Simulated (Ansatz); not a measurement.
Li$_{2}$Pd, one cell by several methods

```yaml
crystal:
  lattice:
    - [4.22670, 0.00000, 0.00000]
    - [-2.11335, 3.66043, 0.00000]
    - [0.00000, 0.00000, 2.70458]
  atoms:
    - { symbol: Li, position: [0.33333, 0.66667, 0.50000] }
    - { symbol: Li, position: [0.66667, 0.33333, 0.50000] }
    - { symbol: Pd, position: [0.00000, 0.00000, 0.00000] }
```

Atoms are numbered in the order listed.

Conventional cell: a = 4.227 Å, b = 4.227 Å, c = 2.705 Å, α = 90.00°, β = 90.00°, γ = 120.00°. Around Li (atom 1) lie 5 Li at 2.44 to 2.70 Å and 6 Pd at 2.79 Å. Pd (atom 3) is surrounded by 2 Pd at 2.70 Å and 12 Li at 2.79 Å.

The cell comes from COD entry 1523156, which wasn't checked; take it as a given geometry. The listed cell was then made from it by scaling, straining or moving an atom.

Spin polarisation is left out, and whether a magnetic state lies lower isn't shown here.

Levels of theory: DFT, LDA, PAW with Ansatz's default frozen-core files, scalar-relativistic (Ansatz 0.2.0); DFT, LDA, all-electron PAW with datasets made for the crystal, scalar-relativistic (Ansatz 0.2.0); DFT, LDA, all-electron LAPW, scalar-relativistic (Ansatz 0.2.0).

For PAW: a Γ-centred 11×11×15 k mesh, Fermi–Dirac smearing of 0.08 eV, cutoff 420 eV, no spin polarisation; the PAW files were made with PBE, and the program remakes their frozen cores for this functional. The crystal-made all-electron datasets (AE datasets) take a cutoff of 260 eV at this cell. LAPW targets a basis error of 0.5 meV/atom. The Ansatz runs share mesh, smearing and spin set-up. Plane-wave (PAW) pressures include the program's estimate of the Pulay term.

Stress and pressure are positive in compression.

Spin–orbit coupling is left out, which moves gradients at and beside heavy atoms by some per cent and at worst by a factor of two.

In a metal, gradients converge slowly with the k mesh: the values move by tens of per cent from one mesh to another, at times in sign, so only the comparison on one mesh counts.

| quantity | PAW | AE datasets | LAPW |
| --- | --- | --- | --- |
| pressure (GPa) | -4.35 | -4.35 | -4.35 |
| stress xx (GPa) | -3.74 | -3.73 | -3.73 |
| stress zz (GPa) | -5.56 | -5.57 | -5.57 |
| largest principal field gradient Vzz at Pd3 (10²¹ V/m²) | -7.81 | -7.64 | – |

PAW's pressure differs from the LAPW value by about 0.01 GPa or less.
